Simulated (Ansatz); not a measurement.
TiO2 (anatase, space group No. 141), the program Ansatz at the LDA level (PAW). The conduction-band minimum lies at Γ, with 1 equivalent valley. Second derivatives d²E/dk² of the lowest band at one valley (eV·Å²), along Cartesian directions:

```
direction  d²E/dk²
---------  -------
[100]        20.40
[010]        20.40
[001]        2.075
[110]        20.39
[101]        11.24
[011]        11.24
```

Task: Find the principal effective masses, the density-of-states mass and the conductivity mass.

Result: Off-diagonal terms follow from H_xy = H[110] − (H_xx + H_yy)/2, and m*/mₑ = 7.620 eV·Å² over each eigenvalue: 0.37, 0.37, 3.7. One valley's DOS mass (m₁m₂m₃)^(1/3) = 0.80, conductivity mass 3/(Σ 1/mᵢ) = 0.53 mₑ.

Task: What effective density of states Nc follows at 300 K for parabolic valleys?

Result: Nc = 2.509e19 × 1 × (0.80)^(3/2) ≈ 1.8e19 cm⁻³.

Task: With the computed static dielectric constant 44.8 (mean of the diagonal), estimate a hydrogenic donor's binding energy and radius.

Result: E = 13.606 eV × 0.53/44.8² ≈ 3.6 meV; a = 0.529 Å × ε/m* ≈ 45 Å. Semilocal masses tend to be too small where the gap is.

Space group I4_1/amd (anatase). The LDA relaxation kept the symmetry of its start; of distortions, only those at the zone centre were tested. The run is not spin-polarised.

Potentials: the later of the program's two PAW sets.
